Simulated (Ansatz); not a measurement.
What DFT gives for LaSb

```
La Sb
1.0
     0.00000    3.24088    3.24088
     3.24088    0.00000    3.24088
     3.24088    3.24088    0.00000
La Sb
1 1
Cartesian
  0.0000 0.0000 0.0000
  3.2409 3.2409 3.2409
```

Single point in Ansatz 0.2.0 with PBEsol, no spin polarisation. Cutoff 420 eV, PAW datasets, 9×9×9 Γ-centred k mesh, fermi-dirac filling (width 0.1 eV).

**Question.** What does the stress say?

**Answer.** The pressure is -0.8 GPa (compression positive), so with the atoms held at these fractions the cell would first shrink.

**Question.** Metal or insulator?

**Answer.** It is a metal, with about 0.2 states/eV a cell as the mean within 0.25 eV of the Fermi level, mostly Sb p (47 %), La d (36 %) and La f (14 %).

**Question.** What is the formation energy?

**Answer.** -1.25 eV an atom against the elements' usual phases (free molecules for gases, crystals otherwise, with no correction for O₂ or N₂), so it is bound against them; other compounds may still compete. Relaxing would lower it.

**Question.** Are the atoms at rest?

**Answer.** The forces vanish by the symmetry of the sites.

Origin: a database entry at a rescaled volume. Caveats: f levels without a U or exact exchange are poorly placed.
